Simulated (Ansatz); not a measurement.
The start is a relaxed BePd cell displaced along its unstable phonon at q = (½, ½, 0) of its primitive reciprocal cell (153i cm⁻¹), largest move 0.15 Å. The cell and all atomic positions are relaxed at zero pressure with PBE (plane waves to 420 eV, PAW, scalar-relativistic; Ansatz, a first-principles code). The first steps use a coarse 13×13×13 k-mesh.

Initial structure:
```
BePd
1.0
    2.84878     1.64474     6.88036
    0.00000     1.64474     6.88036
    0.00000    -1.64474     3.44018
Be Pd
2 2
Direct
  0.00000   0.97153   0.06209
  0.50000   0.02847   0.93791
  0.00000   0.49279   0.49684
  0.50000   0.50721   0.50316
```

- Largest initial force = 0.52 eV/Å, on Pd3, Pd4 (atoms numbered as listed)
- Volume change = -5.6 %, from 12.09 to 11.42 Å³/atom
- Relative to the parent = It does not go back: it reaches Cmcm (No. 63), AFLOW prototype AB_oC8_63_c_c (B33, as in CrB), 0.22 eV/atom below the parent
- Band gap at the end = no gap (metallic)
- Optimiser moves = 28

Relaxed structure:

```cif
data_Be4Pd4
_chemical_formula_sum 'Be4 Pd4'
_space_group_name_H-M_alt 'Cmcm'
_space_group_IT_number 63
_space_group_name_Hall '-C 2c 2'
_cell_length_a 2.89810
_cell_length_b 8.55600
_cell_length_c 3.68293
_cell_angle_alpha 90.000
_cell_angle_beta 90.000
_cell_angle_gamma 90.000
loop_
_atom_site_label
_atom_site_type_symbol
_atom_site_symmetry_multiplicity
_atom_site_Wyckoff_symbol
_atom_site_fract_x
_atom_site_fract_y
_atom_site_fract_z
_atom_site_occupancy
Be1 Be 4 c 0.00000 0.08095 0.25000 1
Pd1 Pd 4 c 0.00000 0.35723 0.25000 1
```
(The calculation used a cell of 4 atoms; values per cell refer to that cell.)

Final values are on a 17×17×13 k-mesh of the relaxed cell. No spin polarisation in the result.

The run could not lose the symmetry of its start, so the end can be a saddle point.

The relaxed structure here is a generated cell of BePd: the first start was made by placing the elements on the sites of a structure type, and the end was not matched to a known phase here, so it may be hypothetical.
